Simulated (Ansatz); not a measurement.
# GaSb, one cell by several methods

```
CELL_PARAMETERS angstrom
0.00000 3.10806 3.10806
3.10806 0.00000 3.10806
3.10806 3.10806 0.00000
ATOMIC_POSITIONS crystal
Ga 0.00000 0.00000 0.00000
Sb 0.25000 0.25000 0.25000
```

Atom numbers follow the list: Ga1, Sb2.

The cell was built from the zincblende type and relaxed in the same program, and has space group F-43m; it needn't be a known or the stable phase.

No spin–orbit coupling, which matters for the heavy atoms here.

All numbers are computed: DFT, PBE, PAW with Ansatz's default frozen-core files, scalar-relativistic (Ansatz 0.2.0); DFT, PBE, all-electron PAW with datasets made for the crystal, scalar-relativistic (Ansatz 0.2.0); DFT, PBE, all-electron LAPW, scalar-relativistic (Ansatz 0.2.0).

For PAW: a Γ-centred 9×9×9 k mesh, Fermi–Dirac smearing of 0.08 eV, cutoff 420 eV, no spin polarisation. The crystal-made all-electron datasets (AE datasets) take a cutoff of 220 eV at this cell. LAPW targets a basis error of 1 meV/atom. The Ansatz runs share mesh, smearing and spin set-up. Plane-wave (PAW) pressures include the program's estimate of the Pulay term.

Stress and pressure are positive in compression.

Levels count from the Fermi level.

| quantity | PAW | AE datasets | LAPW |
| --- | --- | --- | --- |
| pressure (GPa) | -0.04 | -0.03 | -0.03 |
| highest filled level at Γ (eV) | -0.093 | -0.094 | -0.094 |
| lowest empty level at Γ (eV) | 2.705 | 2.705 | 2.705 |
| highest filled level at K (eV) | -2.140 | -2.140 | -2.140 |
| lowest empty level at K (eV) | 1.355 | 1.356 | 1.355 |
| highest filled level at X (eV) | -2.500 | -2.501 | -2.501 |
| lowest empty level at X (eV) | 0.868 | 0.868 | 0.868 |
